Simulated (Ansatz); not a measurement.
A geometry of Pb away from equilibrium: the start of the relaxation of a generated cell, Pb placed in the trigonal-Se structure type. Computed with PBEsol (plane waves to 420 eV, PAW, scalar-relativistic; Ansatz, a program for electronic structure). Γ-centred k-mesh 7×7×5 on the run's cell (coarser than for final values), Fermi–Dirac smearing 0.05 eV.

```xyz
3
Lattice="5.5228 0.0000 0.0000 -2.7614 4.7829 0.0000 0.0000 0.0000 6.2658" Properties=species:S:1:pos:R:3 pbc="T T T"
Pb     1.2448     0.0000     5.2215
Pb    -0.6224     1.0781     1.0443
Pb     2.1390     3.7048     3.1329
```

Question: What forces act on the atoms (eV/Å)?

Answer: 
| atom | Fx | Fy | Fz |
|---|---|---|---|
| Pb1 | 0.47 | 0.00 | 0.00 |
| Pb2 | -0.23 | 0.41 | 0.00 |
| Pb3 | -0.23 | -0.41 | 0.00 |

Question: What is the pressure?

Answer: -2.7 GPa, compression positive.

Question: How much energy per atom can still be gained by relaxing?

Answer: 0.68 eV/atom; the path ends in R-3m (No. 166).

No spin polarisation in the result.

The run could not lose the symmetry of its start: the end is stationary, and may be a saddle point rather than a minimum.

The end of the path is a generated cell of Pb: the first start was made by placing the elements on the sites of a structure type, and the end was not matched to a known phase here, so it may be hypothetical. Known forms of Pb include space group No. 225.
